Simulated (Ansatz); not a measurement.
The calculation used Ansatz, DFT PBE, scalar-relativistic, plane waves, PAW, and for the lanthanide a 4f-in-core norm-conserving potential. Settings: cutoff 660 eV, Γ-centred meshes spaced at most about 0.3 Å⁻¹, and about 0.25 Å⁻¹ or finer for metals (2π included), Gaussian smearing. No spin polarisation in the final relaxations.

Temperature and zero-point effects are left out.

Compare these two cells of NdAg3Sb2, each relaxed at this level.

A.

```cif
data_structure
_symmetry_space_group_name_H-M 'P6/mmm'
_symmetry_Int_Tables_number 191
_cell_length_a 5.8955
_cell_length_b 5.8955
_cell_length_c 4.7816
_cell_angle_alpha 90.000
_cell_angle_beta 90.000
_cell_angle_gamma 120.000
_cell_volume 143.93
loop_
_atom_site_label
_atom_site_type_symbol
_atom_site_symmetry_multiplicity
_atom_site_Wyckoff_symbol
_atom_site_fract_x
_atom_site_fract_y
_atom_site_fract_z
_atom_site_occupancy
Nd1 Nd 1 b 0.00000 0.00000 0.50000 1
Ag1 Ag 3 f 0.00000 0.50000 0.00000 1
Sb1 Sb 2 d 0.66667 0.33333 0.50000 1
```

B.

```cif
data_structure
_symmetry_space_group_name_H-M 'P4/mmm'
_symmetry_Int_Tables_number 123
_cell_length_a 3.7439
_cell_length_b 3.7439
_cell_length_c 10.1503
_cell_angle_alpha 90.000
_cell_angle_beta 90.000
_cell_angle_gamma 90.000
_cell_volume 142.27
loop_
_atom_site_label
_atom_site_type_symbol
_atom_site_symmetry_multiplicity
_atom_site_Wyckoff_symbol
_atom_site_fract_x
_atom_site_fract_y
_atom_site_fract_z
_atom_site_occupancy
Nd1 Nd 1 a 0.00000 0.00000 0.00000 1
Ag1 Ag 2 h 0.50000 0.50000 0.18646 1
Ag2 Ag 1 d 0.50000 0.50000 0.50000 1
Sb1 Sb 2 g 0.00000 0.00000 0.33302 1
```

Problem. Which form is favoured at zero pressure, and by what margin per atom?

Solution. A is lower, by 120 meV/atom. A has space group P6/mmm (No. 191), 24.0 Å³/atom and no gap on its mesh; B has space group P4/mmm (No. 123), 23.7 Å³/atom and no gap. Counting Sb atoms around Ag and Nd (those within 1.25 times the shortest such distance or 1.15 times the sum of covalent radii, 1.27 where that leaves under three; a slash parts the counts of unlike sites), A has Nd 6, Ag 4 and B has Nd 2, Ag 4/8. Both come from invented guesses.

These runs have no spin–orbit coupling, which can matter for Sb. Cells relaxed within their symmetry can be saddle points.

The lanthanide is trivalent by construction, without f bands, f moments or other valences.
